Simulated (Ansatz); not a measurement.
TlBr:
```
TlBr
1.0
    0.00000     3.21045     3.21045
    3.21045     0.00000     3.21045
    3.21045     3.21045     0.00000
Tl Br
1 1
Direct
  0.00000   0.00000   0.00000
  0.50000   0.50000   0.50000
```

Plane-wave PAW LDA (Ansatz code) gives a gap of 1.49 eV without spin–orbit coupling, maximum at L, minimum at L.

### Question
What happens when spin–orbit coupling is switched on?

### Answer
The gap shrinks by 0.23 eV, to 1.26 eV; maximum at L, minimum at L.

### Question
Give the electron effective mass with spin–orbit coupling.

### Answer
0.25 mₑ (isotropic).

### Question
Give the hole effective mass with spin–orbit coupling.

### Answer
0.27, 0.27, 0.29 mₑ (principal values).

Space group Fm-3m (rock salt). The workflow started from a Materials Project entry (that database holds measured and hypothetical structures alike); the Crystallography Open Database copy checked does not list it. COD files the formula under space group No. 221, so this cell is another polymorph or a model. Its standing as an ambient phase is unchecked. The LDA relaxation kept the symmetry of its start; its stability against distortions is not shown here.

Potentials: the later of the program's two PAW sets.
